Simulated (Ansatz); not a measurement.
Relaxation of a relaxed Pd cell squeezed uniformly to 80 % of its volume; 1 atom in the cell, which starts as Fm-3m (No. 225), cF4; a = 3.598 Å, b = 3.598 Å, c = 3.598 Å, α = 90.00°, β = 90.00°, γ = 90.00°. Computed with PBEsol (plane waves to 420 eV, PAW, scalar-relativistic; Ansatz, a first-principles code). Γ-centred k-mesh 15×15×15 on the run's cell (coarser than for final values), Fermi–Dirac smearing 0.05 eV. This is the first round of the run. 

The optimiser's lines from the output (shortened; P is positive under compression):

```
relax step   1: F+E_penalty+E_count = -6906.06906991 eV  Δ(F+E_penalty+E_count) = +0.000e0 eV  max|allowed force component| = 0.000e0 eV/Å  Δτ_max = 0.0000 Å  P = +82.425 GPa  Ω = 11.644 Å³  (6 SCF iters, dr2 threshold 1.00e-7 eV, accepted)
relax step   2: F+E_penalty+E_count = -6906.59562651 eV  Δ(F+E_penalty+E_count) = -5.266e-1 eV  max|allowed force component| = 0.000e0 eV/Å  Δτ_max = 0.0000 Å  P = +20.068 GPa  Ω = 13.431 Å³  (6 SCF iters, dr2 threshold 1.00e-7 eV, accepted)
relax step   3: F+E_penalty+E_count = -6906.65030176 eV  Δ(F+E_penalty+E_count) = -5.468e-2 eV  max|allowed force component| = 0.000e0 eV/Å  Δτ_max = 0.0000 Å  P = +5.888 GPa  Ω = 14.128 Å³  (5 SCF iters, dr2 threshold 1.00e-7 eV, accepted)
relax step   4: F+E_penalty+E_count = -6906.65644670 eV  Δ(F+E_penalty+E_count) = -6.145e-3 eV  max|allowed force component| = 0.000e0 eV/Å  Δτ_max = 0.0000 Å  P = +0.697 GPa  Ω = 14.439 Å³  (5 SCF iters, dr2 threshold 1.00e-7 eV, accepted)
relax step   5: F+E_penalty+E_count = -6906.65652307 eV  Δ(F+E_penalty+E_count) = -7.638e-5 eV  max|allowed force component| = 0.000e0 eV/Å  Δτ_max = 0.0000 Å  P = +0.005 GPa  Ω = 14.483 Å³  (4 SCF iters, dr2 threshold 1.00e-7 eV, accepted)
relax step   6: F+E_penalty+E_count = -6906.66105109 eV  Δ(F+E_penalty+E_count) = -4.528e-3 eV  max|allowed force component| = 0.000e0 eV/Å  Δτ_max = 0.0000 Å  P = +0.864 GPa  Ω = 14.483 Å³  stress off target by 8.64e-1 GPa  SCF on the basis re-selected at this cell (its energy is not comparable with the rows above)  (6 SCF iters)
relax step   7: F+E_penalty+E_count = -6906.66119695 eV  Δ(F+E_penalty+E_count) = -1.459e-4 eV  max|allowed force component| = 0.000e0 eV/Å  Δτ_max = 0.0000 Å  P = +0.074 GPa  Ω = 14.539 Å³  (4 SCF iters, dr2 threshold 1.00e-7 eV, accepted)
relax step   8: F+E_penalty+E_count = -6906.66119662 eV  Δ(F+E_penalty+E_count) = +3.385e-7 eV  max|allowed force component| = 0.000e0 eV/Å  Δτ_max = 0.0000 Å  P = +0.002 GPa  Ω = 14.544 Å³  (4 SCF iters, dr2 threshold 1.38e-8 eV, accepted)
relax step   9: F+E_penalty+E_count = -6906.66121536 eV  Δ(F+E_penalty+E_count) = -1.874e-5 eV  max|allowed force component| = 0.000e0 eV/Å  Δτ_max = 0.0000 Å  P = -0.004 GPa  Ω = 14.544 Å³  stress off target by 4.35e-3 GPa  SCF on the basis re-selected at this cell (its energy is not comparable with the rows above)  (4 SCF iters)
```

From the first to the last row the energy changes by -0.59 eV/atom and the volume by +24.9 %. The last row is marked as not comparable with the walk above it, whose basis was carried along; it does compare with step 1, since both stand on a basis selected at the nominal cutoff for their own cell.

Later rounds, restarted from the end of this one on a renewed k-mesh, logged 8 more steps and released under 0.01 eV/atom more. The final structure after all rounds: Fm-3m (No. 225), cF4, fcc (Cu type); a = 3.8757 Å, b = 3.8757 Å, c = 3.8757 Å, α = 90.00°, β = 90.00°, γ = 90.00°. Between re-selections the logged energies stand on a plane-wave basis carried along with the cell. No spin polarisation in the result.

The run could not lose the symmetry of its start.
